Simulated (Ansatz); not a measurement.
## Eigenvalues along a path: Na (bcc type)

```xyz
1
Lattice="-2.0848 2.0848 2.0848 2.0848 -2.0848 2.0848 2.0848 2.0848 -2.0848" Properties=species:S:1:pos:R:3 pbc="T T T"
Na    0.0000    0.0000    0.0000
```

The base cell comes from a relaxation on PAW files under the same functional.

Computed with Ansatz 0.2.0; functional PBEsol, scalar-relativistic. Settings: a Γ-centred 13×13×13 k mesh, Fermi–Dirac smearing of 0.05 eV, no spin polarisation. Methods: PAW: frozen-core files, cutoff 420 eV.

This run: the series' base cell.

The PAW files were made under PBE.

Path points, in fractions of the reciprocal vectors: Γ (0.000, 0.000, 0.000), H (0.500, -0.500, 0.500), N (0.000, 0.000, 0.500), P (0.250, 0.250, 0.250). The distance column jumps between branches of the path. Levels in eV from the Fermi level; bands 2 to 7, counted from the lowest band of the run. The gap is zero, the pressure 0.01 GPa.

```
# k(1/Å) point b2 b3 b4 b5 b6 b7
0.000 Γ -24.80 -24.80 -24.80 -3.35 11.83 11.83
0.188 - -24.81 -24.80 -24.80 -3.21 10.67 10.67
0.377 - -24.81 -24.81 -24.81 -2.79 9.17 9.17
0.565 - -24.82 -24.81 -24.81 -2.11 7.87 7.87
0.753 - -24.82 -24.82 -24.82 -1.16 6.67 6.81
0.942 - -24.83 -24.82 -24.82 0.03 5.73 5.98
1.130 - -24.83 -24.83 -24.83 1.44 5.06 5.40
1.319 - -24.83 -24.83 -24.83 3.04 4.65 5.05
1.507 H -24.83 -24.83 -24.83 4.52 4.52 4.93
1.640 - -24.83 -24.83 -24.83 3.76 4.09 4.99
1.773 - -24.83 -24.83 -24.83 2.95 3.45 5.17
1.906 - -24.84 -24.83 -24.82 2.27 2.83 5.46
2.040 - -24.84 -24.82 -24.82 1.71 2.27 5.86
2.173 - -24.84 -24.82 -24.81 1.28 1.82 6.39
2.306 - -24.84 -24.82 -24.81 0.97 1.49 7.02
2.439 - -24.84 -24.82 -24.80 0.78 1.29 7.74
2.572 N -24.84 -24.82 -24.80 0.72 1.22 8.25
2.706 - -24.84 -24.82 -24.80 -0.04 2.10 8.32
2.839 - -24.84 -24.81 -24.80 -0.90 3.31 8.52
2.972 - -24.83 -24.81 -24.80 -1.63 4.63 8.85
3.105 - -24.82 -24.81 -24.80 -2.25 6.06 9.31
3.238 - -24.82 -24.81 -24.80 -2.73 7.59 9.89
3.372 - -24.81 -24.81 -24.80 -3.07 9.22 10.59
3.505 - -24.81 -24.80 -24.80 -3.28 10.86 11.35
3.638 Γ -24.80 -24.80 -24.80 -3.35 11.83 11.83
3.801 - -24.81 -24.80 -24.80 -3.25 10.77 10.77
3.964 - -24.81 -24.80 -24.80 -2.93 9.11 9.11
4.127 - -24.82 -24.81 -24.81 -2.42 7.57 7.57
4.291 - -24.83 -24.81 -24.81 -1.70 6.21 6.21
4.454 - -24.83 -24.81 -24.81 -0.80 5.05 5.05
4.617 - -24.83 -24.81 -24.81 0.28 4.08 4.08
4.780 - -24.83 -24.82 -24.82 1.50 3.30 3.30
4.943 P -24.82 -24.82 -24.82 2.70 2.70 2.70
5.106 - -24.83 -24.83 -24.82 2.30 2.30 3.16
5.269 - -24.83 -24.83 -24.81 2.08 2.08 3.10
5.432 - -24.83 -24.83 -24.81 2.05 2.05 3.10
5.596 - -24.83 -24.83 -24.81 2.21 2.21 3.28
5.759 - -24.83 -24.83 -24.82 2.55 2.55 3.64
5.922 - -24.83 -24.83 -24.82 3.08 3.08 4.13
6.085 - -24.83 -24.83 -24.83 3.79 3.79 4.66
6.248 H -24.83 -24.83 -24.83 4.52 4.52 4.93
7.553 P -24.82 -24.82 -24.82 2.70 2.70 2.70
7.647 - -24.83 -24.82 -24.82 2.24 2.58 3.23
7.741 - -24.83 -24.82 -24.82 1.83 2.31 3.83
7.836 - -24.83 -24.82 -24.81 1.49 2.01 4.48
7.930 - -24.84 -24.82 -24.81 1.21 1.74 5.20
8.024 - -24.84 -24.82 -24.81 1.00 1.52 5.98
8.118 - -24.84 -24.82 -24.80 0.84 1.35 6.82
8.212 - -24.84 -24.82 -24.80 0.75 1.25 7.68
8.307 N -24.84 -24.82 -24.80 0.72 1.22 8.25
```
